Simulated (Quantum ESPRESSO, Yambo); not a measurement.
A free-standing AgI monolayer (symmetry P4/nmm, slab cell 16.7 Å high): one geometry, one set of PBEsol (Quantum ESPRESSO, PseudoDojo norm-conserving, 82 Ry, no spin-orbit coupling) orbitals, self-energies from Yambo (4×4×1 Γ-centred k mesh, bands 9 to 166 and a 6 Ry block in the screening, 166 bands in G with the Bruneval-Gonze terminator, plasmon pole fitted at 27.2 eV, slab-truncated Coulomb interaction, stochastic integration of W near q = 0).

```csv
level,gap Γ → Γ (eV)
PBEsol (Quantum ESPRESSO),2.07
exchange only (Hartree-Fock self-energy on PBEsol orbitals),[?]
"G0W0@PBEsol, plasmon pole",4.04
```

Task: What belongs in the gaps?

Result: 
- exchange only (Hartree-Fock self-energy on PBEsol orbitals), gap Γ → Γ (eV): 9.19

Bare exchange has no screening and gives the widest gap.

Nearest settings tried, and what they do to the gap: 110 bands in G: +13 meV; 82 bands in W: +83 meV; 3 Ry block (205 vectors against 541): -52 meV. Not varied: mesh, cell height. So the settings aren't converged at that level.

Geometry relaxed with PBEsol; primitive cell a = b = 4.324 Å, c = 16.700 Å, α = β = γ = 90.00°.

This is a model layer cut from the bulk structure; whether it is stable on its own was not checked.
